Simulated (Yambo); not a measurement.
Yambo run on BP (zinc blende, space group F-43m, No. 216). The wavefunctions are norm-conserving LDA (Quantum ESPRESSO, 76 Ry, scalar-relativistic) ones on a 6×6×6 mesh (4 occupied bands); a = b = c = 3.1728 Å, α = β = γ = 60.00°.

Yambo input:

```
rim_cut
gw0
dyson
el_el_corr
HF_and_locXC
ppa
em1d
RandQpts= 1000000
RandGvec= 1 Ry
EXXRLvcs= 76 Ry
VXCRLvcs= 304 Ry
Chimod= "HARTREE"
% BndsRnXp
 1 | 64 |
%
NGsBlkXp= 14 Ry
% LongDrXp
 1.0 | 1.0 | 1.0 |
%
PPAPntXp= 27.2114 eV
% GbndRnge
 1 | 64 |
%
GTermKind= "BG"
DysSolver= "n"
ExtendOut
% QPkrange
 1 | 1 | 4 | 5 |
 13 | 13 | 5 | 5 |
%
```

k points by index: 1 = Γ, 13 = X.

The o-*.qp file then holds:

```
#    K-point    Band    Eo [eV]    E [eV]    E-Eo [eV]    Vxc [eV]    Vnlxc [eV]    Sc|Eo [eV]    Sc|E [eV]    dSc/dw|Eo [eV]    Re(Z)    Im(Z)
#
    1    4    0.000000    -0.679546    -0.679546    -13.31895    -15.02211    0.850689    1.023614    -6.923974    0.797160    -0.001157
    1    5    3.442035    3.664041    0.222006    -12.11823    -7.398173    -4.442117    -4.498052    -6.853436    0.798811    -0.001045
    13    5    1.258598    1.449023    0.190425    -11.07715    -6.695780    -4.146093    -4.190945    -6.406264    0.809436    -0.001133
```
(The two width columns are left out.) Convergence of these settings isn't established.

Geometry relaxed with LDA.
